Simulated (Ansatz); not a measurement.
MgO (rock salt, Fm-3m), a = 4.204 Å, b = 4.204 Å, c = 4.204 Å, α = 90.00°, β = 90.00°, γ = 90.00°; the cell used has 2 atoms.

Relaxed with r²SCAN. Independent-particle spectrum: no excitons, no local fields, no scissors shift; 0.1 eV broadening; ε₁ of the summed bands alone.

Task: Tabulate the dielectric function from plane-wave PAW r²SCAN (Ansatz code).

Result: 

```
E (eV)  ε₁ xx  ε₂ xx
------  -----  -----
0.0      2.83   0.00
0.5      2.84   0.00
1.0      2.85   0.00
1.5      2.87   0.00
2.0      2.89   0.00
2.5      2.93   0.00
3.0      2.97   0.00
3.5      3.03   0.00
4.0      3.11   0.00
4.5      3.21   0.00
5.0      3.36   0.00
5.5      3.62   0.00
6.0      3.88   0.44
6.5      3.83   0.67
7.0      3.82   0.82
7.5      3.85   0.95
8.0      3.94   1.09
8.5      4.11   1.27
9.0      4.40   1.59
9.5      4.88   2.83
10.0     3.33   3.12
10.5     3.00   2.79
11.0     3.11   2.57
11.5     4.12   3.11
12.0     2.68   5.48
```

Task: From ε at 7.6 eV (xx: 3.87 + 0.98i), find n, k, the normal reflectivity and the absorption coefficient.

Result: n = 1.98, k = 0.247, R = 11 %, α = 2kE/ħc = 190000 cm⁻¹.

With all bands, ε∞ without local fields is 2.96.

The cell was relaxed with r²SCAN under the symmetry of its start. The volume moved by -16 % from the start of the relaxation.

Potentials: the later of the program's two PAW sets.
